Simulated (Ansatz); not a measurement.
Theory: Ansatz, DFT PBE, scalar-relativistic, plane waves, PAW. All cells share a 420 eV cutoff and Γ-centred k meshes spaced at most about 0.3 Å⁻¹ (about 0.25 or finer for metals, 2π included). No spin polarisation in the final relaxations.

Temperature and zero-point effects are left out.

Two forms of PN were relaxed alike.

A.

```
CELL_PARAMETERS angstrom
6.25108 0.00000 0.00000
0.00000 3.04955 0.00000
0.00000 0.00000 3.73839
ATOMIC_POSITIONS crystal
P 0.07423 0.75000 0.81172
P 0.42577 0.25000 0.31172
P 0.57423 0.75000 0.68828
P 0.92577 0.25000 0.18828
N 0.15775 0.25000 0.51421
N 0.34225 0.75000 0.01421
N 0.65775 0.25000 0.98579
N 0.84225 0.75000 0.48579
```

B.

```
CELL_PARAMETERS angstrom
-4.39510 4.39510 1.77382
4.39510 -4.39510 1.77382
4.39510 4.39510 -1.77382
ATOMIC_POSITIONS crystal
P 0.61133 0.61133 0.22267
P 0.38867 0.38867 0.77733
P 0.36133 0.63867 0.50000
P 0.13867 0.86133 0.50000
N 0.81004 0.81004 0.00000
N 0.56004 0.06004 0.50000
N 0.18996 0.18996 0.00000
N 0.93996 0.43996 0.50000
```

Question: Which would you expect to be lower, and how large is the difference?

Answer: A is lower, by 0.35 eV/atom. A has space group Pnma (No. 62), 8.9 Å³/atom and no gap on its mesh; B has space group I4_122 (No. 98), 17.1 Å³/atom and no gap. Counting N atoms around P (those within 1.25 times the shortest such distance or 1.15 times the sum of covalent radii), A has P 4 and B has P 2. A holds P–P chains (shortest 2.27 Å); B holds N–N pairs (shortest 1.35 Å). The denser one is the lower, and pressure would at first widen the difference. Even the lower one lies +0.31 eV/atom against the reference forms of the elements (uncorrected), so neither is stable at this level. Both come from invented guesses. A third cell relaxed alike, in P2_1/c, lies 214 meV/atom below the lower of the two; the Pnma cell fell into it when its atoms were moved at random.

Cells relaxed within their symmetry can be saddle points.
